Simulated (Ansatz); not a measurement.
A geometry of Y away from equilibrium: step 2 of the relaxation of a relaxed Y cell displaced along its unstable phonon at q = (0, 0, ½) of its primitive reciprocal cell (80i cm⁻¹), largest move 0.15 Å. Method: r2SCAN (plane waves to 500 eV, PAW, scalar-relativistic; Ansatz, an electronic-structure program). Γ-centred k-mesh 11×11×5 on the run's cell (coarser than for final values), Fermi–Dirac smearing 0.05 eV.

```xyz
2
Lattice="3.4439 0.0000 0.0000 -1.7220 2.9853 0.0000 0.0000 0.0000 6.5839" Properties=species:S:1:pos:R:3:forces:R:3 pbc="T T T" free_energy=-7718.723 pressure_GPa=-0.1
Y      0.0000     0.3455     0.0000    0.0000    0.5474    0.0000
Y      0.0000    -0.3455     3.2919    0.0000   -0.5474    0.0000
```

Positions in Å, forces in eV/Å, free energy of the cell in eV (comparable only within this code, potentials and settings). Largest force: 0.55 eV/Å, on Y1, Y2 (atoms numbered as listed); the geometry lies 0.35 eV/atom above the end of its relaxation.

No spin polarisation in the result.

The run could not lose the symmetry of its start.

Of the parent cell (P6/mmm (No. 191)): it is a generated cell of Y: the first start was made by placing the elements on the sites of a structure type, and the end was not matched to a known phase here, so it may be hypothetical. Known forms of Y include space group No. 194.
